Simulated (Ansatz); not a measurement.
Data:

Starting cell, SrVO3 (cubic perovskite):

```
SrVO3
1.0
    3.85767     0.00000     0.00000
    0.00000     3.85767     0.00000
    0.00000     0.00000     3.85767
Sr V O
1 1 3
Direct
  0.00000   0.00000   0.00000
  0.50000   0.50000   0.50000
  0.00000   0.50000   0.50000
  0.50000   0.50000   0.00000
  0.50000   0.00000   0.50000
```

In each cell atom 1 (Sr, nearest neighbour O at 2.728 Å; its periodic images, 3.9 Å or more away, move with it) moves by s·(0.577, 0.577, 0.577) (along Cartesian [111]), the rest being held.

Level of theory: PBE (plane waves to 420 eV, PAW, scalar-relativistic; Ansatz, a first-principles code). k mesh 10×10×10 (Γ-centred), Fermi-Dirac smearing 0.05 eV. The energy includes the smearing's −TS. With partly filled bands, energies and forces of such displacements shift with the k mesh and the smearing. SrVO3 is run without spin polarisation and with no Hubbard U. SrVO3 was relaxed with its symmetry unable to fall. The zero of ΔE is the undisplaced structure.

The scan covers s from -0.270 to 0.270 Å in 11 points.

Question: Is the energy the same for equal positive and negative displacements?

Answer: Even: the same for both signs. With its periodic images moving along, the atom's site symmetry in this cell is m-3m.

Question: What force acts on the atom along the line at s = -0.270 Å?

Answer: 1.35 eV/Å.

Question: What is the force constant k = d²E/ds² of this move at s = 0?

Answer: 4.06 eV/Å².

(For displaced atoms, the force is minus the slope of the energy, and its curvature is a force constant, which sets phonon frequencies.)
